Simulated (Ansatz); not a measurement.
The start is a generated cell, KTaO3 placed in the cubic-perovskite structure type. Cell shape, volume and atoms are optimised at zero target pressure with PBE (plane waves to 420 eV, PAW, scalar-relativistic; Ansatz, a program for electronic structure). First-step values are on the input's coarse k-mesh.

Ansatz input (later rounds restart from its end on a renewed k-mesh):
Ansatz 0.2 input:
```yaml
crystal:
  lattice:
    - [4.028843, 0, 0]
    - [0, 4.028843, 0]
    - [0, 0, 4.028843]
  atoms:
    - { symbol: K, position: [0, 0, 0] }
    - { symbol: Ta, position: [0.5, 0.5, 0.5] }
    - { symbol: O, position: [0, 0.5, 0.5] }
    - { symbol: O, position: [0.5, 0.5, 0] }
    - { symbol: O, position: [0.5, 0, 0.5] }
basis: { ecutwfc: 420, ecutrho_ratio: 4, xc_grid: 2, fft_grid_basis: typed }
kpoints: { mp_grid: { grid: [6, 6, 6] } }
hamiltonian:
  xc: pbe
  dispersion: none
  pseudopotentials: { azcp: { folder: ./paw }, kind: paw }
scf: { occupations: { method: fermi_dirac, width: 0.05 } }
relax: { f_tol: 0.01, max_steps: 100, cell: { stress_tol: 0.02 } }
output: { forces: true, stress: true }
```

```json
{
  "energy_released": "under 1 meV/atom",
  "volume_change": "-0.4 %, from 13.08 to 13.03 Å³/atom",
  "Shortest distances (start → end)": "The closest pairs of elements (up to four, under 3.6 Å), start → end: O–Ta 2.01 → 2.01 Å; K–O 2.85 → 2.84 Å; O–O 2.85 → 2.84 Å; K–Ta 3.49 → 3.48 Å",
  "band_gap_at_the_end": "2.17 eV, indirect (valence top at R, conduction bottom at Γ) (no spin-orbit coupling)",
  "optimiser_moves": "2"
}
```

Relaxed structure:

```cif
data_KO3Ta
_chemical_formula_sum 'K1 Ta1 O3'
_space_group_name_H-M_alt 'Pm-3m'
_space_group_IT_number 221
_space_group_name_Hall '-P 4 2 3'
_cell_length_a 4.02333
_cell_length_b 4.02333
_cell_length_c 4.02333
_cell_angle_alpha 90.000
_cell_angle_beta 90.000
_cell_angle_gamma 90.000
loop_
_atom_site_label
_atom_site_type_symbol
_atom_site_symmetry_multiplicity
_atom_site_Wyckoff_symbol
_atom_site_fract_x
_atom_site_fract_y
_atom_site_fract_z
_atom_site_occupancy
K1 K 1 a 0.00000 0.00000 0.00000 1
Ta1 Ta 1 b 0.50000 0.50000 0.50000 1
O1 O 3 c 0.00000 0.50000 0.50000 1
```

Final values are on a 8×8×8 k-mesh of the relaxed cell. No spin polarisation in the result.

The run could not lose the symmetry of its start.

All atoms sit on sites fixed by symmetry, so only the cell could relax.
